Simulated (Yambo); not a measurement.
G0W0@LDA for Si (space group P6_3/mmc, No. 194) in Yambo. Reference settings: 6×6×2 Γ-centred k mesh, 176 bands and a 10 Ry block in the screening, 176 bands in G with the Bruneval-Gonze terminator, plasmon pole fitted at 27.2 eV. The LDA gap Γ → M on this mesh is 0.27 eV; G0W0 gaps are taken between the same points.

With and without the terminator, as bands are cut:

```json
[
 {"bands in G (in W)": "58 (176)", "gap, terminator (eV)": "0.986", "gap, none (eV)": "0.875", "valence shift, terminator (eV)": "-0.650", "valence shift, none (eV)": "-0.297"},
 {"bands in G (in W)": "108 (176)", "gap, terminator (eV)": "0.986", "gap, none (eV)": "0.927", "valence shift, terminator (eV)": "-0.684", "valence shift, none (eV)": "-0.532"},
 {"bands in G (in W)": "176 (176)", "gap, terminator (eV)": "0.988", "gap, none (eV)": "0.963", "valence shift, terminator (eV)": "-0.693", "valence shift, none (eV)": "-0.635"}
]
```

Over this range the gap spans 0.002 eV with the terminator and 0.088 eV without, the valence shift 0.043 eV and 0.338 eV. Neither column has reached its limit for certain.

Geometry relaxed with LDA; primitive cell a = b = 3.799 Å, c = 6.274 Å, α = β = 90.00°, γ = 120.00°.

This is not the ordinary phase of the substance; no match was found in the copy of COD used, and its stability was not checked.

A shift is the quasiparticle energy of the state minus its LDA energy.
